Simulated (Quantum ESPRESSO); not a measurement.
## Different elements on one site among Al Mo Re

These are calculations, not measurements. They come from Quantum ESPRESSO 7.5, a public plane-wave density functional program. Each row is one single-point run on a made-up periodic cell of eight metal atoms, with elements, volume, strain and displacements drawn at random and not relaxed, so a cell may be unstable or far from any real phase. There is no spin polarisation or spin-orbit coupling.

Settings: PBE unless stated; PseudoDojo standard norm-conserving files; Fermi-Dirac width 0.25 eV, which means electrons at about 2900 K; cutoff 1143 eV; 5 x 5 x 5 k mesh shifted half a step off Gamma. E is the free energy of the whole cell (internal energy minus TS), so a -TS column is already part of it. Stress is positive in tension, and the pressure P is minus a third of its trace.

Checks: one run of this series was repeated at a higher cutoff and on a denser mesh, which moved values by no more than 0.003 eV, 0.08 GPa and 0.007 eV/Å, and a second program with other atomic files agreed on it to 2 % rms in force and 0.5 GPa in pressure. Known limits: heavy elements are run without spin-orbit coupling, which real alloys of them have; a spin test at this wide smearing found no moment, but such smearing suppresses magnetism that the real alloy may have.

The lattice is face-centred cubic, and the cell vectors in Å are (-0.026, 3.837, 3.972); (3.945, -0.010, 3.956); (3.974, 3.850, -0.039), a volume of 121.78 Å³. The elements on sites 1 to 8 are Mo Al X Mo Mo Re Re Mo. The runs change X and keep the cell and the displaced positions. The column v is a rough volume for each atom of the pure element, close to PBE values, from general knowledge and not from these runs. Energies are left out, as each element's file has its own zero.

| run | X | v (Å³) | -TS (eV) | force on X (eV/Å) | rms force (eV/Å) | P (GPa) |
|---|---|---|---|---|---|---|
| 1 | Ti | 17.3 | -1.598 | 1.025 | 0.471 | 7.91 |
| 2 | Ir | 14.5 | ? | ? | ? | ? |
| 3 | Au | 18.0 | -1.399 | 1.533 | 0.508 | 8.63 |
| 4 | V | 13.4 | -1.674 | 0.709 | 0.429 | 3.41 |
| 5 | Hf | 22.5 | -1.527 | 1.653 | 0.591 | 17.30 |

## Worked fit

A straight line through the runs shown gives P = -18.0 + 1.535 v GPa with v in Å³, an error of 0.180 on the slope and a scatter of 1.16 GPa. At this fixed volume the pressure tends to rise with the size of X.

## Withheld run

Question: what pressure should run 2, with Ir, give?

The fit gives 4.26 ± 1.43 GPa. The calculation gave 3.86 GPa.
